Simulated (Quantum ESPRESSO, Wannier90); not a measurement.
## Hf₂Ge (I4/mcm), plane waves to Wannier functions

Structure: Materials Project mp-9939, symmetrised, not relaxed again. Not found in the COD (Crystallography Open Database) copy used; not checked further. Method: PBEsol plane waves in Quantum ESPRESSO 7.5 (PseudoDojo norm-conserving files, 63 Ry, no spin polarisation, no spin-orbit coupling), Bloch states on a 4×4×4 mesh through Γ, Wannier90 4.0.1. Density: 8×8×8 mesh, cold smearing 0.01 Ry. Spin-orbit coupling is left out although heavy elements are present.

On the energy scale of pw.x, whose zero is arbitrary, the Fermi level lies at 15.12 eV.

Input w.win:

```
num_bands = 12
num_wann = 12
exclude_bands = 1-4,17-90
num_iter = 800
conv_tol = 1.0e-6
conv_window = 4
write_hr = true
write_u_matrices = true
auto_projections = true
begin unit_cell_cart
ang
   -3.2902750000    3.2902750000    2.6464750000
    3.2902750000   -3.2902750000    2.6464750000
    3.2902750000    3.2902750000   -2.6464750000
end unit_cell_cart
begin atoms_frac
Hf  -0.1557600000 -0.3442400000  0.5000000000
Hf   0.1557600000  0.3442400000  0.5000000000
Hf  -0.3442400000  0.1557600000 -0.1884800000
Hf   0.3442400000 -0.1557600000  0.1884800000
Ge  -0.2500000000 -0.2500000000  0.0000000000
Ge   0.2500000000  0.2500000000  0.0000000000
end atoms_frac
mp_grid = 4 4 4
begin kpoints
0.0000000000 0.0000000000 0.0000000000
0.0000000000 0.0000000000 0.2500000000
0.0000000000 0.0000000000 0.5000000000
... (61 more lines: the 4x4x4 mesh through Gamma)
end kpoints
```

Input of pw2wannier90.x that gives the overlap and projection files (equivalent; here they were cut from one run over all bands):

```
&inputpp
  outdir = './out'
  prefix = 'pwscf'
  seedname = 'w'
  write_amn = .true.
  write_mmn = .true.
  atom_proj = .true.
  atom_proj_exclude = 1 5 6 7 8 9 10 11 15 16 17 18 19 20 21 25 26 27 28 29 30 31 35 36 37 38 39 40 41 42 43 44 45 46 47 48 49 50 51 52 53 54 55 56 57 58
/
```

Output w.wout (banner and timings cut):

```
                                    ------
                                    SYSTEM
                                    ------

                              Lattice Vectors (Ang)
                    a_1    -3.290275   3.290275   2.646475
                    a_2     3.290275  -3.290275   2.646475
                    a_3     3.290275   3.290275  -2.646475

                   Unit Cell Volume:     114.60200  (Ang^3)

                        Reciprocal-Space Vectors (Ang^-1)
                    b_1     0.000000   0.954812   1.187086
                    b_2     0.954812   0.000000   1.187086
                    b_3     0.954812   0.954812   0.000000

 *----------------------------------------------------------------------------*
 |   Site       Fractional Coordinate          Cartesian Coordinate (Ang)     |
 +----------------------------------------------------------------------------+
 | hf   1  -0.15576  -0.34424   0.50000   |    1.02499   2.26529  -2.64648    |
 | hf   2   0.15576   0.34424   0.50000   |    2.26529   1.02499   0.00000    |
 | hf   3  -0.34424   0.15576  -0.18848   |    1.02499  -2.26529   0.00000    |
 | hf   4   0.34424  -0.15576   0.18848   |   -1.02499   2.26529  -0.00000    |
 | ge   1  -0.25000  -0.25000   0.00000   |    0.00000   0.00000  -1.32324    |
 | ge   2   0.25000   0.25000   0.00000   |    0.00000   0.00000   1.32324    |
 *----------------------------------------------------------------------------*
                                ------------
                                K-POINT GRID
                                ------------

             Grid size =  4 x  4 x  4      Total points =   64

 *---------------------------------- MAIN ------------------------------------*
 |  Number of Wannier Functions               :                12             |
 |  Number of Objective Wannier Functions     :                12             |
 |  Number of input Bloch states              :                12             |
 |  Output verbosity (1=low, 5=high)          :                 1             |
 |  Timing Level (1=low, 5=high)              :                 1             |
 |  Optimisation (0=memory, 3=speed)          :                 3             |
 |  Length Unit                               :               Ang             |
 |  Post-processing setup (write *.nnkp)      :                 F             |
 |  Using Gamma-only branch of algorithms     :                 F             |
 *----------------------------------------------------------------------------*
 *------------------------------- WANNIERISE ---------------------------------*
 |  Total number of iterations                :               800             |
 |  Number of CG steps before reset           :                 5             |
 |  Trial step length for line search         :             2.000             |
 |  Convergence tolerence                     :         0.100E-05             |
 |  Convergence window                        :                 4             |
 |  Iterations between writing output         :                 1             |
 |  Iterations between backing up to disk     :               100             |
 |  Write r^2_nm to file                      :                 F             |
 |  Write xyz WF centres to file              :                 F             |
 |  Write on-site energies <0n|H|0n> to file  :                 F             |
 |  Use guiding centre to control phases      :                 F             |
 |  Use phases for initial projections        :                 F             |
 *----------------------------------------------------------------------------*
 *-------------------------------- PLOTTING ----------------------------------*
 |  Plotting Hamiltonian in WF basis          :                 T             |
 *----------------------------------------------------------------------------*

 *---------------------------------- K-MESH ----------------------------------*
 +----------------------------------------------------------------------------+
 |                    Distance to Nearest-Neighbour Shells                    |
 |                    ------------------------------------                    |
 |          Shell             Distance (Ang^-1)          Multiplicity         |
 |          -----             -----------------          ------------         |
 |             1                   0.337577                      4            |
 |             2                   0.380857                      8            |
 |             3                   0.477406                      4            |
 |             4                   0.593543                      2            |
 |             5                   0.610712                     16            |
 |             6                   0.675154                      4            |
 |             7                   0.682826                      8            |
 |             8                   0.754845                      8            |
       ... (lines left out)
 +----------------------------------------------------------------------------+
 | The b-vectors are chosen automatically                                     |
 | The following shells are used:                       1,  2                 |
 +----------------------------------------------------------------------------+
 |                        Shell   # Nearest-Neighbours                        |
 |                        -----   --------------------                        |
 |                          1               4                                 |
 |                          2               8                                 |
 +----------------------------------------------------------------------------+
 | Completeness relation is fully satisfied [Eq. (B1), PRB 56, 12847 (1997)]  |
 +----------------------------------------------------------------------------+
 |                  b_k Vectors (Ang^-1) and Weights (Ang^2)                  |
 |                  ----------------------------------------                  |
 |            No.         b_k(x)      b_k(y)      b_k(z)        w_b           |
 |            ---        --------------------------------     --------        |
 |             1         0.238703    0.238703    0.000000     2.968303        |
 |             2        -0.238703   -0.238703    0.000000     2.968303        |
 |             3        -0.238703    0.238703    0.000000     2.968303        |
 |             4         0.238703   -0.238703    0.000000     2.968303        |
 |             5         0.238703    0.000000    0.296771     1.419273        |
 |             6         0.000000    0.238703    0.296771     1.419273        |
 |             7         0.000000   -0.238703    0.296771     1.419273        |
 |             8        -0.238703    0.000000    0.296771     1.419273        |
 |             9        -0.238703    0.000000   -0.296771     1.419273        |
 |            10         0.000000    0.238703   -0.296771     1.419273        |
 |            11         0.000000   -0.238703   -0.296771     1.419273        |
 |            12         0.238703    0.000000   -0.296771     1.419273        |
 +----------------------------------------------------------------------------+
 |                           b_k Directions (Ang^-1)                          |
 |                           -----------------------                          |
 |            No.           x           y           z                         |
 |            ---        --------------------------------                     |
 |             1         0.238703    0.238703    0.000000                     |
 |             2        -0.238703    0.238703    0.000000                     |
 |             3         0.238703    0.000000    0.296771                     |
 |             4         0.000000    0.238703    0.296771                     |
 |             5         0.000000   -0.238703    0.296771                     |
 |             6        -0.238703    0.000000    0.296771                     |
 +----------------------------------------------------------------------------+

 Starting a new Wannier90 calculation ...

 Reading overlaps from w.mmn

 Reading projections from w.amn

 *------------------------------- WANNIERISE ---------------------------------*
 +--------------------------------------------------------------------+<-- CONV
 | Iter  Delta Spread     RMS Gradient      Spread (Ang^2)            |<-- CONV
 +--------------------------------------------------------------------+<-- CONV

 ------------------------------------------------------------------------------
 Initial State
  WF centre and spread    1  (  1.026920,  2.263355, -2.646475 )     0.57891419
  WF centre and spread    2  (  1.028180,  2.266642, -2.646475 )     0.58313353
  WF centre and spread    3  (  1.023633,  2.262095, -2.646475 )     0.58313353
  WF centre and spread    4  (  2.263355,  1.026920,  0.000000 )     0.57891419
  WF centre and spread    5  (  2.262095,  1.023633, -0.000000 )     0.58313353
  WF centre and spread    6  (  2.266642,  1.028180,  0.000000 )     0.58313353
  WF centre and spread    7  (  1.026920, -2.263355,  0.000000 )     0.57891419
  WF centre and spread    8  (  1.028180, -2.266642, -0.000000 )     0.58313353
  WF centre and spread    9  (  1.023633, -2.262095, -0.000000 )     0.58313353
  WF centre and spread   10  ( -1.026920,  2.263355,  0.000000 )     0.57891419
  WF centre and spread   11  ( -1.028180,  2.266642,  0.000000 )     0.58313353
  WF centre and spread   12  ( -1.023633,  2.262095,  0.000000 )     0.58313353
  Sum of centres and spreads (  9.870825,  9.870825, -7.939425 )     6.98072495

      0     0.698E+01     0.0000000000        6.9807249511  <-- CONV
        O_D=      0.0000002 O_OD=      0.0110240 O_TOT=      6.9807250 <-- SPRD
 ------------------------------------------------------------------------------
      1    -0.145E-06     0.0003625463        6.9807248063  <-- CONV
        O_D=      0.0000002 O_OD=      0.0110238 O_TOT=      6.9807248 <-- SPRD
      2    -0.235E-07     0.0001879274        6.9807247827  <-- CONV
        O_D=      0.0000002 O_OD=      0.0110238 O_TOT=      6.9807248 <-- SPRD
      3    -0.874E-09     0.0000453213        6.9807247819  <-- CONV
        O_D=      0.0000002 O_OD=      0.0110238 O_TOT=      6.9807248 <-- SPRD
      4    -0.726E-10     0.0000099453        6.9807247818  <-- CONV
        O_D=      0.0000002 O_OD=      0.0110238 O_TOT=      6.9807248 <-- SPRD
             <<<     Delta < 1.000E-06  over  4 iterations     >>>
             <<< Wannierisation convergence criteria satisfied >>>
 Final State
  WF centre and spread    1  (  1.026920,  2.263355, -2.646475 )     0.57891392
  WF centre and spread    2  (  1.028180,  2.266642, -2.646475 )     0.58313364
  WF centre and spread    3  (  1.023633,  2.262095, -2.646475 )     0.58313364
  WF centre and spread    4  (  2.263355,  1.026920,  0.000000 )     0.57891392
  WF centre and spread    5  (  2.262095,  1.023633, -0.000000 )     0.58313364
  WF centre and spread    6  (  2.266642,  1.028180,  0.000000 )     0.58313364
  WF centre and spread    7  (  1.026920, -2.263355,  0.000000 )     0.57891392
  WF centre and spread    8  (  1.028180, -2.266642, -0.000000 )     0.58313364
  WF centre and spread    9  (  1.023633, -2.262095, -0.000000 )     0.58313364
  WF centre and spread   10  ( -1.026920,  2.263355,  0.000000 )     0.57891392
  WF centre and spread   11  ( -1.028180,  2.266642,  0.000000 )     0.58313364
  WF centre and spread   12  ( -1.023633,  2.262095,  0.000000 )     0.58313364
  Sum of centres and spreads (  9.870825,  9.870825, -7.939425 )     6.98072478

         Spreads (Ang^2)       Omega I      =     6.969700801
        ================       Omega D      =     0.000000161
                               Omega OD     =     0.011023819
    Final Spread (Ang^2)       Omega Total  =     6.980724782
```
